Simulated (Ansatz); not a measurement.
This run works on a generated trial structure, not on a known crystal.

Input and command of a plane-wave DFT calculation in Ansatz:

```yaml
crystal:
  lattice:
    - [3.4612858787, -3.7244512222, 0.0]
    - [3.4612858787, 3.7244512222, 0.0]
    - [0.0, 0.0, 7.1203407943]
  atoms:
    - { symbol: Cd, position: [0.6985613053, 0.6985613053, 0.2906058238] }
    - { symbol: Cd, position: [0.3014386947, 0.3014386947, 0.2906058238] }
    - { symbol: Cd, position: [0.3014386947, 0.3014386947, 0.7093941762] }
    - { symbol: Cd, position: [0.6985613053, 0.6985613053, 0.7093941762] }
    - { symbol: Cd, position: [0.7676913914, 0.2323086086, 0.0] }
    - { symbol: Cd, position: [0.2323086086, 0.7676913914, 0.0] }
    - { symbol: O, position: [0.0, 0.0, 0.7877242273], spin: 1.0 }
    - { symbol: O, position: [0.0, 0.0, 0.2122757727], spin: 1.0 }
basis:
  ecutwfc: 420
kpoints:
  mp_grid: { grid: [4, 4, 4] }
hamiltonian:
  xc: pbe
scf:
  occupations: { method: gaussian, width: 0.1 }
  lower_state_search: "off"
output:
  forces: true
  stress: true
  eigenvalues: true
  populations: true
magnetization:
  spin_polarized: true
```

```bash
ansatz run input.yaml --threads 1 --pin off --max-ram 2560MiB --backend cpu --events-out ev --progress --plain --runs-dir out
```

Processor: AMD EPYC 7R43 64-Core Processor (Zen 3), 1 thread, on a host shared with other jobs.

Q: Estimate time, memory and problem size.

A: About 66 s, peak memory 0.76 GiB. It solves 81 bands at 21 k points (after reduction by symmetry) with about 3605 plane waves, in 18 SCF iterations.
